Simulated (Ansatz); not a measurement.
ZrMo (CsCl type, space group No. 221) under volume change, DFT-PBE in the program Ansatz with PAW potentials, scaled uniformly.

```json
[
 {"V (Å³/atom)": "16.968", "E − E(relaxed) (meV/atom)": "82.3", "P (GPa)": "16.90"},
 {"V (Å³/atom)": "17.527", "E − E(relaxed) (meV/atom)": "34.8", "P (GPa)": "10.45"},
 {"V (Å³/atom)": "18.087", "E − E(relaxed) (meV/atom)": "8.3", "P (GPa)": "4.86"},
 {"V (Å³/atom)": "18.646", "E − E(relaxed) (meV/atom)": "0.0", "P (GPa)": "0.01"},
 {"V (Å³/atom)": "19.205", "E − E(relaxed) (meV/atom)": "7.4", "P (GPa)": "-4.17"},
 {"V (Å³/atom)": "19.765", "E − E(relaxed) (meV/atom)": "28.4", "P (GPa)": "-7.79"},
 {"V (Å³/atom)": "20.324", "E − E(relaxed) (meV/atom)": "61.2", "P (GPa)": "-10.92"}
]
```

Question: What does a third-order Birch–Murnaghan fit give for V₀, B₀ and B′?

Answer: V₀ = 18.65 Å³/atom, B₀ = 150 GPa, B′ = 3.8.

Space group Pm-3m (CsCl type). The start of the workflow was typed in or built on a structure type; neither database checked (COD, Materials Project) lists it. Its standing as an ambient phase is unchecked. Symmetry was held in the PBE relaxation; whether a distortion lowers the energy is not shown. The run is not spin-polarised.

Potentials: the earlier of the program's two PAW sets.
